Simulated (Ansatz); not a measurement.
Two states of GdCo$_{2}$Sn$_{2}$

```yaml
crystal:
  lattice:
    - [0.00000, 4.44683, 0.00000]
    - [4.44683, 0.00000, 0.00000]
    - [2.22342, 2.22342, -5.10111]
  atoms:
    - { symbol: Sn, position: [0.38000, 0.38000, 0.24000] }
    - { symbol: Sn, position: [0.62000, 0.62000, 0.76000] }
    - { symbol: Gd, position: [0.00000, 0.00000, 0.00000] }
    - { symbol: Co, position: [0.75000, 0.25000, 0.50000] }
    - { symbol: Co, position: [0.25000, 0.75000, 0.50000] }
```

Level: PBE; 420 eV; 6×6×6 Γ-centred mesh; fermi-dirac occupations (width 0.0745 eV); Ansatz 0.2.0, fixed geometry.

State A: Gd3 up, Co4 up, Co5 up (collinear spin). State B: Gd3 up, Co4 down, Co5 down (collinear spin).

Question: Compare the two self-consistent states.

Answer: State A is lower by 5.6 meV an atom at zero smearing; in free energy at this smearing B lies +4.9 meV an atom from A. So small a gap isn't resolved on this mesh where a state is a metal.

```json
{"state": "A", "free energy (meV/atom)": "0.0", "largest moment in a small sphere (μB)": "6.95", "net moment (μB/cell)": "8.69", "gap on mesh (eV)": "metal", "pressure (GPa)": "0.2", "largest force (eV/Å)": "4.80"}
{"state": "B", "free energy (meV/atom)": "4.9", "largest moment in a small sphere (μB)": "7.01", "net moment (μB/cell)": "5.44", "gap on mesh (eV)": "metal", "pressure (GPa)": "0.3", "largest force (eV/Å)": "4.79"}
```

Origin: a known structure type with other elements, at an estimated volume, so it need not be a known compound. Caveats: atoms or cell far from equilibrium; f shells without a U or exact exchange are poorly placed.
